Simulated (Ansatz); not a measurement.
# Computed frozen-phonon scan: LiF (rock salt)

Starting cell, LiF (rock salt):

```xyz
4
Lattice="0.0000 4.0679 4.0679 2.0339 0.0000 2.0339 2.0339 2.0339 0.0000" Properties=species:S:1:pos:R:3 pbc="T T T"
F      0.0000     0.0000     0.0000
F      2.0339     4.0679     2.0339
Li     2.0339     2.0339     2.0339
Li     2.0339     4.0679     4.0679
```

A phonon eigenvector at L = (0.5, 0.0, 0.0) is frozen into this cell: atom i moves by Q times the vector below, so Q is the largest atomic displacement, in Å. The cell is held. (q is in reciprocal vectors of the primitive cell; the cell shown is doubled to hold the pattern.)

| atom | x | y | z |
|---|---|---|---|
| F1 | -0.577 | 0.577 | 0.577 |
| F2 | 0.577 | -0.577 | -0.577 |

Atoms not listed stay in place.

These are PBE (plane waves to 420 eV, PAW, scalar-relativistic; Ansatz, a program for electronic structure) values and carry that method's errors. k mesh 7×14×14 (Γ-centred), Fermi-Dirac smearing 0.05 eV. The energy includes the smearing's −TS. Compression counts positive. LiF was relaxed with its symmetry unable to fall. ΔE is measured from the undisplaced structure.

```json
[
 {"Q (Å)": "-0.280", "ΔE (meV/cell)": "788", "−dE/dQ from forces (eV/Å)": "5.872", "P (GPa)": "5.83"},
 {"Q (Å)": "-0.233", "ΔE (meV/cell)": "540", "−dE/dQ from forces (eV/Å)": "4.765", "P (GPa)": "3.98"},
 {"Q (Å)": "-0.187", "ΔE (meV/cell)": "342", "−dE/dQ from forces (eV/Å)": "3.730", "P (GPa)": "2.51"},
 {"Q (Å)": "-0.140", "ΔE (meV/cell)": "191", "−dE/dQ from forces (eV/Å)": "2.751", "P (GPa)": "1.40"},
 {"Q (Å)": "-0.093", "ΔE (meV/cell)": "84", "−dE/dQ from forces (eV/Å)": "1.813", "P (GPa)": "0.62"},
 {"Q (Å)": "-0.047", "ΔE (meV/cell)": "21", "−dE/dQ from forces (eV/Å)": "0.901", "P (GPa)": "0.16"},
 {"Q (Å)": "0.000", "ΔE (meV/cell)": "0", "−dE/dQ from forces (eV/Å)": "0.000", "P (GPa)": "0.01"},
 {"Q (Å)": "0.047", "ΔE (meV/cell)": "21", "−dE/dQ from forces (eV/Å)": "-0.901", "P (GPa)": "0.16"},
 {"Q (Å)": "0.093", "ΔE (meV/cell)": "84", "−dE/dQ from forces (eV/Å)": "-1.813", "P (GPa)": "0.62"},
 {"Q (Å)": "0.140", "ΔE (meV/cell)": "191", "−dE/dQ from forces (eV/Å)": "-2.751", "P (GPa)": "1.40"},
 {"Q (Å)": "0.187", "ΔE (meV/cell)": "342", "−dE/dQ from forces (eV/Å)": "-3.730", "P (GPa)": "2.51"},
 {"Q (Å)": "0.233", "ΔE (meV/cell)": "540", "−dE/dQ from forces (eV/Å)": "-4.765", "P (GPa)": "3.98"},
 {"Q (Å)": "0.280", "ΔE (meV/cell)": "788", "−dE/dQ from forces (eV/Å)": "-5.872", "P (GPa)": "5.83"}
]
```

Read from the data:

| Quantity | Result |
|---|---|
| Energy at Q = 0.280 Å | 788 meV/cell |
| Space group of the distorted cell | R-3m (No. 166), lowered from Fm-3m |
| Symmetry of the curve | even: the same for both signs |
| Shape of the curve | a single well with its minimum at or next to zero displacement |
| Harmonic wavenumber from the curvature (finite differences) | 371 cm⁻¹ |
| Wavenumber by perturbation theory (DFPT, on another k mesh) | 371 cm⁻¹ |

The 13 points together took about 70 core-seconds (a rough figure).

(A displaced cell: forces are minus the slopes of the energy, force constants its curvatures, and phonons follow from these.)
